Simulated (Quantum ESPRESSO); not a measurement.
# Al4FO4N: finding a planted mistake in a log

Computed values, not a measurement. The program is pw.x of Quantum ESPRESSO 7.5 (plane-wave density functional theory). The cell is made up: 10 atoms on a corundum lattice, with randomly drawn elements, strain and displacements, not relaxed. PseudoDojo standard norm-conserving files (v0.5 for PBE, v0.4.1 for LDA and PBEsol) set the functional; there is no spin polarisation, spin-orbit coupling or dispersion term, and the masses in the input are unused placeholders.

Intended input:

```
&control calculation='scf', pseudo_dir='./dojo.nc.sr.pbe.v0_5.standard.upf', outdir='./o', disk_io='low', tprnfor=.true., tstress=.true. /
&system ibrav=0, nat=10, ntyp=4, nbnd=30, ecutwfc=84.00895049, nosym=.true., tot_charge=0,
 occupations='smearing', smearing='fd', degauss=0.0018374661
/
&electrons conv_thr=7.350e-09, electron_maxstep=60, /
ATOMIC_SPECIES
Al 1.0 Al.upf
F 1.0 F.upf
N 1.0 N.upf
O 1.0 O.upf
CELL_PARAMETERS angstrom
2.5122 1.3716 4.4082
-2.4643 1.42 4.3665
0.0658 -2.8422 4.4034
ATOMIC_POSITIONS angstrom
Al 0.0236 -0.0709 4.6149
Al 0.0002 0.0628 1.8107
Al 0.0834 0.0037 8.5189
Al 0.2896 -0.0295 11.3288
F -0.8643 1.3474 7.5705
O -0.6729 -1.3816 7.7028
O 1.7047 -0.0476 7.7128
N 0.9826 -1.472 5.4787
O 0.7613 1.3148 5.4931
O -1.7314 0.031 5.5082
K_POINTS automatic
5 5 5 1 1 1
```

The log is shortened where brackets say so; the opening notice, blank lines, dates and the lines on written files are dropped, and the path of the files is cut. It prints rydbergs, bohrs and kilobars, and counts compression as positive stress. Where no state is partly filled, the Fermi energy that it prints is only some level between the filled and the empty states on the mesh, and need not lie in the true gap.

Log of the intended run:

```
     Program PWSCF v.7.5
     Parallel version (MPI & OpenMP), running on       4 processor cores
     Number of MPI processes:                 4
     Threads/MPI process:                     1
     [start-up lines left out]
     bravais-lattice index     =            0
     lattice parameter (alat)  =       9.9322  a.u.
     unit-cell volume          =     625.0776 (a.u.)^3
     number of atoms/cell      =           10
     number of atomic types    =            4
     number of electrons       =        48.00
     number of Kohn-Sham states=           30
     kinetic-energy cutoff     =      84.0090  Ry
     charge density cutoff     =     336.0358  Ry
     scf convergence threshold =      7.3E-09
     mixing beta               =       0.7000
     number of iterations used =            8  plain     mixing
     Exchange-correlation= PBE
                           (   1   4   3   4   0   0   0)
     [axes and pseudopotential details left out]
   Cartesian axes
     site n.     atom                  positions (alat units)
         1        Al     tau(   1) = (   0.0044902  -0.0134896   0.8780390  )
         2        Al     tau(   2) = (   0.0000381   0.0119484   0.3445070  )
         3        Al     tau(   3) = (   0.0158678   0.0007040   1.6208209  )
         4        Al     tau(   4) = (   0.0550998  -0.0056127   2.1554374  )
         5        F      tau(   5) = (  -0.1644432   0.2563587   1.4403766  )
         6        O      tau(   6) = (  -0.1280271  -0.2628656   1.4655483  )
         7        O      tau(   7) = (   0.3243392  -0.0090565   1.4674509  )
         8        N      tau(   8) = (   0.1869512  -0.2800653   1.0423871  )
         9        O      tau(   9) = (   0.1448463   0.2501562   1.0451269  )
        10        O      tau(  10) = (  -0.3294192   0.0058981   1.0479998  )
     number of k points=    63  Fermi-Dirac smearing, width (Ry)=  0.0018
                       cart. coord. in units 2pi/alat
        k(    1) = (  -0.0009984   0.0004433   0.1196615), wk =   0.0320000
        k(    2) = (  -0.0040688  -0.2473260   0.1985041), wk =   0.0320000
     [further k points left out]
     Dense  grid:    65031 G-vectors     FFT dimensions: (  60,  60,  60)
     Estimated max dynamical RAM per process >     150.06 MB
     Estimated total dynamical RAM >     552.61 MB
     Initial potential from superposition of free atoms
     starting charge      47.9902, renormalised to      48.0000
     Starting wfcs are   40 randomized atomic wfcs
     total cpu time spent up to now is        2.3 secs
     per-process dynamical memory:   120.4 Mb
     Self-consistent Calculation
     iteration #  1     ecut=    84.01 Ry     beta= 0.70
     Davidson diagonalization with overlap
     ethr =  1.00E-02,  avg # of iterations =  3.2
     total cpu time spent up to now is        5.5 secs
     total energy              =    -220.74742028 Ry
     estimated scf accuracy    <       2.46659249 Ry
     iteration #  2     ecut=    84.01 Ry     beta= 0.70
     Davidson diagonalization with overlap
     ethr =  5.14E-03,  avg # of iterations =  2.3
     total cpu time spent up to now is        8.7 secs
     total energy              =    -221.37553272 Ry
     estimated scf accuracy    <       2.14192518 Ry
     [iterations 3 to 10 left out]
     iteration # 11     ecut=    84.01 Ry     beta= 0.70
     Davidson diagonalization with overlap
     ethr =  5.35E-10,  avg # of iterations =  3.0
     total cpu time spent up to now is       36.5 secs
     total energy              =    -221.80105926 Ry
     estimated scf accuracy    <       0.00000002 Ry
     iteration # 12     ecut=    84.01 Ry     beta= 0.70
     Davidson diagonalization with overlap
     ethr =  4.18E-11,  avg # of iterations =  2.0
     total cpu time spent up to now is       39.5 secs
     End of self-consistent calculation
     [lines on levels left out]
     the Fermi energy is    10.4799 ev
!    total energy              =    -221.80105926 Ry
     estimated scf accuracy    <          6.4E-09 Ry
     smearing contrib. (-TS)   =      -0.00000000 Ry
     internal energy E=F+TS    =    -221.80105926 Ry
     The total energy is F=E-TS. E is the sum of the following terms:
     one-electron contribution =     -46.03762528 Ry
     hartree contribution      =      56.97855015 Ry
     xc contribution           =     -60.32257260 Ry
     ewald contribution        =    -172.41941153 Ry
     convergence has been achieved in  12 iterations
     Forces acting on atoms (cartesian axes, Ry/au):
     atom    1 type  1   force =    -0.04067691   -0.03624568    0.10895131
     atom    2 type  1   force =    -0.06700016   -0.00807351   -0.05324720
     atom    3 type  1   force =    -0.02563959   -0.04386717    0.13343066
     atom    4 type  1   force =    -0.12082777    0.06525939   -0.13472368
     atom    5 type  2   force =     0.01773492    0.01487980    0.02766431
     atom    6 type  4   force =     0.02349507   -0.13518519   -0.03371690
     atom    7 type  4   force =     0.05261801    0.09012671    0.02023967
     atom    8 type  3   force =     0.07117587    0.06765746   -0.04891860
     atom    9 type  4   force =     0.03977097    0.09865630    0.02954443
     atom   10 type  4   force =     0.04934958   -0.11320811   -0.04922402
     Total force =     0.392539     Total SCF correction =     0.000036
     Computing stress (Cartesian axis) and pressure
          total   stress  (Ry/bohr**3)                   (kbar)     P=        4.92
  -0.00001577   0.00018526  -0.00003451           -2.32       27.25       -5.08
   0.00018526   0.00003446  -0.00010151           27.25        5.07      -14.93
  -0.00003451  -0.00010151   0.00008160           -5.08      -14.93       12.00
     init_run     :      2.15s CPU      2.22s WALL (       1 calls)
     electrons    :     37.04s CPU     37.19s WALL (       1 calls)
     forces       :      0.59s CPU      0.60s WALL (       1 calls)
     stress       :      1.93s CPU      1.93s WALL (       1 calls)
     [timing details left out]
     PWSCF        :     41.78s CPU     42.02s WALL
     JOB DONE.
```

A second run was made from an input with one planted mistake. Its log:

```
     Program PWSCF v.7.5
     Parallel version (MPI & OpenMP), running on       4 processor cores
     Number of MPI processes:                 4
     Threads/MPI process:                     1
     [start-up lines left out]
     bravais-lattice index     =            0
     lattice parameter (alat)  =       9.9322  a.u.
     unit-cell volume          =     625.0776 (a.u.)^3
     number of atoms/cell      =           10
     number of atomic types    =            4
     number of electrons       =        48.00
     number of Kohn-Sham states=           30
     kinetic-energy cutoff     =      84.0090  Ry
     charge density cutoff     =     336.0358  Ry
     scf convergence threshold =      7.3E-09
     mixing beta               =       0.7000
     number of iterations used =            8  plain     mixing
     Exchange-correlation= SLA  PW   NOGX NOGC
                           (   1   4   0   0   0   0   0)
     [axes and pseudopotential details left out]
   Cartesian axes
     site n.     atom                  positions (alat units)
         1        Al     tau(   1) = (   0.0044902  -0.0134896   0.8780390  )
         2        Al     tau(   2) = (   0.0000381   0.0119484   0.3445070  )
         3        Al     tau(   3) = (   0.0158678   0.0007040   1.6208209  )
         4        Al     tau(   4) = (   0.0550998  -0.0056127   2.1554374  )
         5        F      tau(   5) = (  -0.1644432   0.2563587   1.4403766  )
         6        O      tau(   6) = (  -0.1280271  -0.2628656   1.4655483  )
         7        O      tau(   7) = (   0.3243392  -0.0090565   1.4674509  )
         8        N      tau(   8) = (   0.1869512  -0.2800653   1.0423871  )
         9        O      tau(   9) = (   0.1448463   0.2501562   1.0451269  )
        10        O      tau(  10) = (  -0.3294192   0.0058981   1.0479998  )
     number of k points=    63  Fermi-Dirac smearing, width (Ry)=  0.0018
                       cart. coord. in units 2pi/alat
        k(    1) = (  -0.0009984   0.0004433   0.1196615), wk =   0.0320000
        k(    2) = (  -0.0040688  -0.2473260   0.1985041), wk =   0.0320000
     [further k points left out]
     Dense  grid:    65031 G-vectors     FFT dimensions: (  60,  60,  60)
     Estimated max dynamical RAM per process >     150.06 MB
     Estimated total dynamical RAM >     552.61 MB
     Initial potential from superposition of free atoms
     starting charge      47.9912, renormalised to      48.0000
     Starting wfcs are   40 randomized atomic wfcs
     total cpu time spent up to now is        2.3 secs
     per-process dynamical memory:   119.8 Mb
     Self-consistent Calculation
     iteration #  1     ecut=    84.01 Ry     beta= 0.70
     Davidson diagonalization with overlap
     ethr =  1.00E-02,  avg # of iterations =  3.2
     total cpu time spent up to now is        5.6 secs
     total energy              =    -220.82455036 Ry
     estimated scf accuracy    <       2.40242907 Ry
     iteration #  2     ecut=    84.01 Ry     beta= 0.70
     Davidson diagonalization with overlap
     ethr =  5.01E-03,  avg # of iterations =  2.4
     total cpu time spent up to now is        8.8 secs
     total energy              =    -221.41476535 Ry
     estimated scf accuracy    <       2.32406402 Ry
     [iterations 3 to 10 left out]
     iteration # 11     ecut=    84.01 Ry     beta= 0.70
     Davidson diagonalization with overlap
     ethr =  3.51E-10,  avg # of iterations =  3.0
     total cpu time spent up to now is       36.5 secs
     total energy              =    -221.88171144 Ry
     estimated scf accuracy    <       0.00000001 Ry
     iteration # 12     ecut=    84.01 Ry     beta= 0.70
     Davidson diagonalization with overlap
     ethr =  2.16E-11,  avg # of iterations =  2.2
     total cpu time spent up to now is       39.3 secs
     End of self-consistent calculation
     [lines on levels left out]
     the Fermi energy is    10.0399 ev
!    total energy              =    -221.88171144 Ry
     estimated scf accuracy    <          4.9E-09 Ry
     smearing contrib. (-TS)   =      -0.00000000 Ry
     internal energy E=F+TS    =    -221.88171144 Ry
     The total energy is F=E-TS. E is the sum of the following terms:
     one-electron contribution =     -46.00994331 Ry
     hartree contribution      =      56.23381983 Ry
     xc contribution           =     -59.68617644 Ry
     ewald contribution        =    -172.41941153 Ry
     convergence has been achieved in  12 iterations
     Forces acting on atoms (cartesian axes, Ry/au):
     atom    1 type  1   force =    -0.03756931   -0.03307457    0.11233489
     atom    2 type  1   force =    -0.06063820   -0.00936541   -0.06015330
     atom    3 type  1   force =    -0.02597071   -0.04685827    0.12534730
     atom    4 type  1   force =    -0.11509443    0.06601383   -0.12813239
     atom    5 type  2   force =     0.01777356    0.01360501    0.02754871
     atom    6 type  4   force =     0.01920390   -0.12958324   -0.03355407
     atom    7 type  4   force =     0.05033124    0.08950427    0.02278447
     atom    8 type  3   force =     0.06701476    0.06287175   -0.04840855
     atom    9 type  4   force =     0.03885548    0.09536000    0.02748861
     atom   10 type  4   force =     0.04609372   -0.10847338   -0.04525567
     Total force =     0.379219     Total SCF correction =     0.000042
     Computing stress (Cartesian axis) and pressure
          total   stress  (Ry/bohr**3)                   (kbar)     P=     -108.37
  -0.00081432   0.00016650  -0.00003694         -119.79       24.49       -5.43
   0.00016650  -0.00076040  -0.00012642           24.49     -111.86      -18.60
  -0.00003694  -0.00012642  -0.00063523           -5.43      -18.60      -93.45
     init_run     :      2.17s CPU      2.23s WALL (       1 calls)
     electrons    :     36.94s CPU     37.07s WALL (       1 calls)
     forces       :      0.54s CPU      0.54s WALL (       1 calls)
     stress       :      1.84s CPU      1.84s WALL (       1 calls)
     [timing details left out]
     PWSCF        :     41.54s CPU     41.75s WALL
     JOB DONE.
```

Question: what was wrong in the second input?

Answer: the files are those of another functional. The input lines that differ, file-writing options aside:

```
- &control calculation='scf', pseudo_dir='./dojo.nc.sr.pbe.v0_5.standard.upf', outdir='./o', disk_io='low', tprnfor=.true., tstress=.true. /
+ &control calculation='scf', pseudo_dir='./dojo.nc.sr.lda.v0_4_1.standard.upf', outdir='./o', disk_io='low', tprnfor=.true., tstress=.true. /
```

```
                                            intended run  run with the mistake
                          free energy (eV)     -3017.757             -3018.854
                    smearing term -TS (eV)        0.0000                0.0000
                            pressure (GPa)          0.49                -10.84
            largest force component (eV/Å)         3.476                 3.332
largest change of a force component (eV/Å)                               0.208
                                iterations            12                    12
```

For scale, a rerun of the intended cell at a cutoff of 1437 eV and k mesh 7 x 7 x 7 moved values by no more than 0.003 eV in energy, 0.02 GPa in stress and 0.002 eV/Å in force. Files of another functional have another zero of energy, so the energy change says nothing on stability.